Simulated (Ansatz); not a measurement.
Cu Kα1 powder pattern (kinematic, no thermal factors).
2θ (°) (relative intensity): 20.59 (2), 29.28 (1), 36.06 (100), 41.88 (92), 60.73 (53), 72.70 (33), 76.50 (16)

The pattern is computed from a structure relaxed with DFT PBE, scalar-relativistic, plane waves, PAW in Ansatz. No spin polarisation. Its elements are C, Ti.

Question: Give the structure.

Answer: Ti₄C₃.
Space group Pm-3m (No. 221). a = 4.310 Å, b = 4.310 Å, c = 4.310 Å, α = 90.00°, β = 90.00°, γ = 90.00°
| atom | site | symmetry | x | y | z |
| --- | --- | --- | --- | --- | --- |
| Ti | 3d | 4/mm.m | 0.5000 | 0.0000 | 0.0000 |
| Ti | 1b | m-3m | 0.5000 | 0.5000 | 0.5000 |
| C | 3c | 4/mm.m | 0.0000 | 0.5000 | 0.5000 |

A pattern alone doesn't exclude other cells with like lines; this is the one computed.

The structure comes from a generated guess; another structure or a mixture of phases may lie lower.
